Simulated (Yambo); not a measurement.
G0W0@PBEsol for a free-standing MgI₂ monolayer (symmetry P-3m1, slab cell 16.3 Å high) in Yambo (6×6×1 mesh, 7 Ry block, plasmon pole, screening fixed), without a terminator:

```json
[
 {"bands N in G": "55", "gap Γ → M (eV)": "5.832", "shift of the valence edge (eV)": "-0.790"},
 {"bands N in G": "98", "gap Γ → M (eV)": "5.943", "shift of the valence edge (eV)": "-1.103"},
 {"bands N in G": "158", "gap Γ → M (eV)": "5.969", "shift of the valence edge (eV)": "-1.221"}
]
```

Extrapolate both columns to infinite N with E(N) = E∞ + A/N, test the form, and compare with the terminator.

From two points, E∞ = (N2 E2 − N1 E1)/(N2 − N1). The two largest N give 6.01 eV for the gap and -1.41 eV for the shift; the two smallest give 6.08 eV and -1.50 eV. For the gap the slopes A are -14 and -6.7 eV: the form isn't reached, and its limit is uncertain. For the shift the slopes A are 39 and 30 eV: the form isn't reached, and its limit is uncertain. With the Bruneval-Gonze terminator and 158 bands the run gives 6.03 eV and -1.37 eV, 0.02 eV and 0.05 eV from the extrapolated values: the terminator too is an estimate of the remainder. Block, mesh and the bands in W are held fixed.

Spin-orbit coupling is not included.

Geometry relaxed with PBEsol; primitive cell a = b = 4.130 Å, c = 16.300 Å, α = β = 90.00°, γ = 120.00°.

This is a model layer cut from the bulk structure; whether it is stable on its own was not checked.

A shift is the quasiparticle energy of the state minus its PBEsol energy.
